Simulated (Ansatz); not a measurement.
Clamped-ion strain scan in Ta

The calculation used Ansatz, DFT PBEsol, scalar-relativistic, plane waves, PAW. Cutoff 420 eV, Γ-centred 20×20×20 k-points, Gaussian smearing of 0.15 eV. Spin–orbit coupling is left out, which can shift energies with elements as heavy as these. No spin polarisation. Energies are free energies at this smearing, counted from the undisturbed cell; pressure is positive in compression.

The undisturbed cell (as given, not relaxed at this level; it stands at -3.8 GPa):

```xyz
1
Lattice="-1.6513 1.6513 1.6513 1.6513 -1.6513 1.6513 1.6513 1.6513 -1.6513" Properties=species:S:1:pos:R:3 pbc="T T T"
Ta    0.0000    0.0000    0.0000
```

The cell is strained by ε times the Voigt pattern (0, 0, 1, 0, 0, 0) (xx, yy, zz, yz, xz, xy; engineering shear) with fractional coordinates fixed. The cell is metallic on the mesh throughout.

```csv
ε,ΔE (meV/atom),"stress summed along the pattern (GPa, tension positive)",pressure (GPa)
-0.1500,379.2,-58.97,41.9
-0.1125,180.8,-36.19,26.2
-0.0750,65.6,-19.87,14.1
-0.0375,7.5,-7.61,4.3
0.0000,0.0,3.78,-3.8
0.0375,36.0,12.85,-10.3
0.0750,105.1,19.60,-15.6
0.1125,198.8,24.60,-19.8
0.1312,252.7,26.65,-21.6
0.1500,311.0,28.51,-23.2
```